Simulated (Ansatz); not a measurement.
According to plane-wave PAW PBE (Ansatz code), TaSnS in the tetragonal phase (P4/nmm; Ta on 2c, Sn on 2a, S on 2c) relaxes to a = 3.882 Å, c = 7.709 Å. Its formation energy from the elements is 39 meV/atom, with no fitted shifts.

Electronic character: metallic (no gap).

An equation-of-state fit gives a bulk modulus of 1120 kbar.

The start of the workflow was typed in or built on a structure type; neither database checked (COD, Materials Project) lists it. Its standing as an ambient phase is unchecked. The PBE relaxation kept the symmetry of its start; its stability against distortions is not shown here. No spin polarisation was allowed. The volume moved by -18 % from the start of the relaxation. The references are the lowest solids computed at this level, not always the standard phases. Spin–orbit coupling is left out wherever it is not named.

Potentials: the earlier of the program's two PAW sets.
